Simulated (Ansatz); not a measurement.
Data:

BiAu2 (cubic Laves, MgCu2 type)

```cif
data_Au4Bi2
_chemical_formula_sum 'Bi2 Au4'
_space_group_name_H-M_alt 'P 1'
_space_group_IT_number 1
_cell_length_a 5.61778
_cell_length_b 5.61778
_cell_length_c 5.61778
_cell_angle_alpha 60.000
_cell_angle_beta 60.000
_cell_angle_gamma 60.000
loop_
_space_group_symop_operation_xyz
  'x, y, z'
loop_
_atom_site_label
_atom_site_type_symbol
_atom_site_fract_x
_atom_site_fract_y
_atom_site_fract_z
_atom_site_occupancy
Bi1 Bi 0.00000 0.00000 0.00000 1
Bi2 Bi 0.25000 0.25000 0.25000 1
Au1 Au 0.62500 0.62500 0.12500 1
Au2 Au 0.62500 0.12500 0.62500 1
Au3 Au 0.62500 0.62500 0.62500 1
Au4 Au 0.12500 0.62500 0.62500 1
```

E(V) scan at fixed shape, V₀ the volume above. Symmetry pins the atoms to their sites.

Method: PBEsol (plane waves to 420 eV, PAW, scalar-relativistic; Ansatz, an electronic-structure program). k mesh 10×10×10 (Γ-centred), Fermi-Dirac smearing 0.05 eV. E stands for the smeared free energy. Stress and pressure are positive under compression. BiAu2 was relaxed with its symmetry unable to fall. Spin-orbit coupling is left out, though Au and Bi are heavy. ΔE is measured from the relaxed starting cell.

The scan covers V/V₀ from 0.840 to 1.160 in 11 points.

### Question
What is the fitted pressure derivative B₀′?

### Answer
5.3.

### Question
What bulk modulus B₀ follows from a third-order Birch-Murnaghan fit?

### Answer
122 GPa.

(A scan under strain: stresses follow from slopes of the energy per volume, elastic moduli from its curvatures.)
